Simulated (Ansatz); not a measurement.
TiN (rock salt)

```xyz
2
Lattice="0.0000 2.1167 2.1167 2.1167 0.0000 2.1167 2.1167 2.1167 0.0000" Properties=species:S:1:pos:R:3 pbc="T T T"
N      0.0000     0.0000     0.0000
Ti     2.1167     2.1167     2.1167
```

This relaxed cell (volume V₀) is scaled evenly in all directions, its shape held. Symmetry pins the atoms to their sites.

The numbers are results of r2SCAN (plane waves to 500 eV, PAW, scalar-relativistic; Ansatz, a quantum-chemistry and plane-wave program), not measurements. k mesh 19×19×19 (Γ-centred), Fermi-Dirac smearing 0.05 eV. The energy includes the smearing's −TS. Compression counts positive. The PAW data are Ansatz's earlier set. TiN is run without spin polarisation. TiN was relaxed with its symmetry unable to fall. ΔE is measured from the relaxed starting cell. The last digit holds for this mesh only.

| V (Å³/atom) | ΔE (meV/atom) |
|---|---|
| 7.966 | 302.1 |
| 8.219 | 198.9 |
| 8.472 | 120.9 |
| 8.724 | 64.7 |
| 8.977 | 27.4 |
| 9.230 | 6.5 |
| 9.483 | 0.0 |
| 9.736 | 5.9 |
| 9.989 | 22.7 |
| 10.242 | 48.9 |
| 10.495 | 83.3 |
| 10.748 | withheld |
| 11.000 | 172.6 |

**Question.** Fit a third-order Birch-Murnaghan form (E₀, V₀, B₀, B₀′ free) to the given rows and predict ΔE at V = 10.748.

**Answer.** Least squares on the 12 given rows: ΔE = E₀ + (9V₀B₀/16)·y²·[2 + (B₀′ − 4)y], y = (V₀/V)^(2/3) − 1, with V₀ = 9.484 Å³/atom, B₀ = 295.1 GPa (160.2 GPa = 1 eV/Å³; the term in eV is multiplied by 1000), B₀′ = 4.18, E₀ = 0.01 meV/atom; root-mean-square residual 0.06 meV/atom. At 10.748 the fit gives 125.0 meV/atom; the calculation gives 124.9 meV/atom, so the interpolation is off by 0.1 (+0.1 %). For the pressure the fit gives -28.4 GPa against the computed -28.4 GPa.

(Under strain, the slope of the energy per volume gives the stress and its curvature an elastic modulus.)
